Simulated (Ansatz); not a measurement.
## Kick test of a cell of Zr6GeRu

It was reached by relaxing an invented guess, and it needn't be the stable form of this composition.

These are results of DFT PBE, scalar-relativistic, plane waves, PAW in Ansatz 0.2.0, not measurements. Plane waves to 420 eV, a k mesh through Γ of 6×6×6 on the computed 8-atom cell and Gaussian smearing (0.10 eV); no spin polarisation.

The cell below (8 atoms, space group Pm-3 (No. 200)) is relaxed within its symmetry.

```cif
data_structure
_symmetry_space_group_name_H-M 'P 1'
_symmetry_Int_Tables_number 1
_cell_length_a 5.4453
_cell_length_b 5.4453
_cell_length_c 5.4453
_cell_angle_alpha 90.000
_cell_angle_beta 90.000
_cell_angle_gamma 90.000
_cell_volume 161.46
loop_
_atom_site_label
_atom_site_type_symbol
_atom_site_fract_x
_atom_site_fract_y
_atom_site_fract_z
_atom_site_occupancy
Zr1 Zr 0.00000 0.50000 0.75392 1
Zr2 Zr 0.50000 0.24608 0.00000 1
Zr3 Zr 0.75392 0.00000 0.50000 1
Zr4 Zr 0.00000 0.50000 0.24608 1
Zr5 Zr 0.50000 0.75392 0.00000 1
Zr6 Zr 0.24608 0.00000 0.50000 1
Ge1 Ge 0.50000 0.50000 0.50000 1
Ru1 Ru 0.00000 0.00000 0.00000 1
```

For the test it was strained at random (σ = 1.5 % a component), the atoms were moved at random (σ = 0.15 Å), and all was relaxed again on a coarse 4×4×4 mesh (in the run’s order of axes) with 0.20 eV smearing, with no symmetry imposed.

Question: What happens?

Answer: It doesn't return. The energy falls by 13 meV/atom on that mesh, the volume changes by 1.7 %, and the end has space group R-3 (No. 148) at a loose tolerance. Relaxed again on a 6×6×6 mesh with 0.10 eV smearing, the new structure lies 17 meV/atom below the first (mesh in the axes of the run's cell; the cell below is made exact in the group named). Space group R-3 (No. 148), trigonal, a = 7.983 Å, c = 8.908 Å. Zr is surrounded by 2 Zr at 2.72–2.83 Å, 1 Ru at 2.80 Å, 2 Ge at 3.05–3.12 Å, 6 Zr at 3.26–3.28 Å, 1 Ru at 3.30 Å and 2 Zr at 3.65 Å; Ge has 12 Zr at 3.05–3.12 Å; Ru is surrounded by 6 Zr at 2.80 Å and 6 Zr at 3.30 Å.

```
Zr Ge Ru
1.0
     3.99149    2.30449    2.96949
    -3.99149    2.30449    2.96949
     0.00000   -4.60897    2.96949
Zr Ge Ru
6 1 1
Cartesian
  -2.9859 -0.7029 3.8720
  2.1017 -2.2344 3.8720
  0.8842 2.9373 3.8720
  2.9859 0.7029 5.0364
  -2.1017 2.2344 5.0364
  -0.8842 -2.9373 5.0364
  0.0000 0.0000 4.4542
  0.0000 0.0000 0.0000
```
